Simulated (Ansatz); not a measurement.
All numbers below come from DFT PBE, scalar-relativistic, plane waves, PAW in Ansatz 0.2.0. All cells share a 420 eV cutoff and Γ-centred k meshes spaced at most about 0.3 Å⁻¹ (about 0.25 or finer for metals, 2π included). No spin polarisation in the final relaxations.

All energies are static (0 K, no zero-point motion).

Two relaxed structures of K3Cd2Os:

A.

```
CELL_PARAMETERS angstrom
5.12303 0.00000 0.00000
0.00000 5.12303 0.00000
0.00000 0.00000 11.11058
ATOMIC_POSITIONS crystal
K 0.50000 0.50000 0.69467
K 0.50000 0.50000 0.29205
K 0.00000 0.00000 0.12632
Cd 0.00000 0.50000 0.92457
Cd 0.50000 0.00000 0.92457
Os 0.50000 0.50000 0.98776
```

B.

```
CELL_PARAMETERS angstrom
-2.56430 2.56430 10.00989
2.56430 -2.56430 10.00989
2.56430 2.56430 -10.00989
ATOMIC_POSITIONS crystal
K 0.32611 0.32611 0.00000
K 0.65959 0.65959 0.00000
K 0.06627 0.06627 0.00000
Cd 0.95400 0.45400 0.50000
Cd 0.45400 0.95400 0.50000
Os 0.48929 0.48929 0.00000
```

**Question.** Which is lower in energy, and by how much?

**Answer.** B is lower, by 18 meV/atom. A has space group P4mm (No. 99), 48.6 Å³/atom and no gap on its mesh; B has space group I4mm (No. 107), 43.9 Å³/atom and no gap. The denser one is the lower, and pressure would at first widen the difference. Even the lower one lies +0.50 eV/atom against the reference forms of the elements (uncorrected), so neither is stable at this level. In A, around K on its first site lie 1 Os at 3.26 Å and 4 Cd at 3.62 Å; around Cd lie 2 Os at 2.66 Å, 2 K at 3.40 Å, 2 K at 3.62 Å and 4 Cd at 3.62 Å; Os is surrounded by 4 Cd at 2.66 Å, 2 K at 3.26–3.38 Å and 4 K at 3.94 Å; 2 more sites not described. In B, K on its first site has 1 Os at 3.27 Å and 4 Cd at 3.62 Å; Cd has 2 Os at 2.66 Å, 2 K at 3.41 Å, 2 K at 3.62 Å and 4 Cd at 3.63 Å; Os has 4 Cd at 2.66 Å, 2 K at 3.27–3.41 Å and 4 K at 3.94 Å; 2 more sites not described. Both come from invented guesses.

These runs have no spin–orbit coupling, which can matter for Os. Cells relaxed within their symmetry can be saddle points. The I4mm cell of K3Cd2Os came from shaking the P4mm one.
